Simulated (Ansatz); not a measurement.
CdSiP2:
```yaml
crystal:
  lattice:
    - [-2.86197, 2.86197, 5.29091]
    - [2.86197, -2.86197, 5.29091]
    - [2.86197, 2.86197, -5.29091]
  atoms:
    - { symbol: Cd, position: [0.75000, 0.25000, 0.50000] }
    - { symbol: Cd, position: [0.00000, 0.00000, 0.00000] }
    - { symbol: Si, position: [0.25000, 0.75000, 0.50000] }
    - { symbol: Si, position: [0.50000, 0.50000, 0.00000] }
    - { symbol: P, position: [0.17056, 0.12500, 0.54556] }
    - { symbol: P, position: [0.57944, 0.62500, 0.45444] }
    - { symbol: P, position: [0.37500, 0.82944, 0.95444] }
    - { symbol: P, position: [0.87500, 0.42056, 0.04556] }
```

Relaxed with PBE. Special points in fractions of this cell's reciprocal vectors: Γ (0.000, 0.000, 0.000); X (0.000, 0.000, 0.500); P (0.250, 0.250, 0.250); N (0.000, 0.500, 0.000); M (0.500, 0.500, -0.500); S (0.323, 0.677, -0.323); S0 (-0.323, 0.323, 0.323); R (-0.146, 0.146, 0.500); G (0.500, 0.500, -0.146).

Problem. List the band energies nearest the valence-band maximum at these points for the program Ansatz at the PBE level (PAW).

Solution. In eV from the valence-band maximum; about four levels below and three above (degenerate sets whole), none deeper than 8.9 eV; points with the same levels are listed once.

| k | below | above |
|---|---|---|
| Γ | -1.87 -1.87 -0.25 -0.25 0.00 | 1.42 1.78 2.01 |
| X | -0.87 -0.87 -0.42 -0.42 | 1.82 1.82 2.96 2.96 |
| P | -0.88 -0.88 -0.73 -0.73 | 2.45 2.45 2.58 2.58 |
| N | -1.74 -1.52 -0.87 -0.49 | 2.45 2.72 2.94 |
| M | -1.82 -1.82 -0.71 -0.71 | 1.97 1.97 2.03 2.03 |
| S | -1.86 -1.65 -0.82 -0.19 | 1.78 2.69 2.90 |
| R | -0.97 -0.97 -0.65 -0.65 | 2.09 2.09 3.27 3.27 |

Space group I-42d (chalcopyrite). Symmetry was held in the PBE relaxation. Spin–orbit coupling is left out wherever it is not named.

Potentials: the later of the program's two PAW sets.
